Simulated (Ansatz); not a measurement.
## ScPt: how the energy converges with the cutoff

ScPt, Pm-3m, a = 3.270 Å. The structure is a COD entry; whether it is the stable form wasn't checked. Ansatz: PBEsol, PAW, cutoff varied, Γ-centred 14×14×14 mesh on 2 atoms, Gaussian smearing 0.10 eV; no spin polarisation. Single points at one geometry, the cutoff alone changed; ΔE is the energy at zero smearing over the run at 500 eV. The runs up to 350 eV lie under the cutoff recommended for these PAW datasets.

```tsv
cutoff (eV)	ΔE (meV/atom)
250	?
300	91.12
350	5.06
420	0.89
```

Task: Assume ΔE falls exponentially with the cutoff, fit y = ln ΔE against x, the cutoff in eV, to the other rows, and predict the missing value.

Result: y = 4.512, 1.621, -0.117. Means x = 356.7, y = 2.0053; Σ(Δx)² = 7267, ΣΔxΔy = -273.9; the slope is their ratio. y = 15.45 − 0.03769 x, a factor of ten per 61 eV. At 250 eV this gives ΔE = 414.68 meV/atom. The run gave 896.34, a ratio of 0.46. Between neighbouring rows the decay runs from a factor of ten per 40 eV to one per 93 eV, so one exponential is only a rough guide. The fast fall gives way to a slow tail, so a fit to low cutoffs promises convergence too early.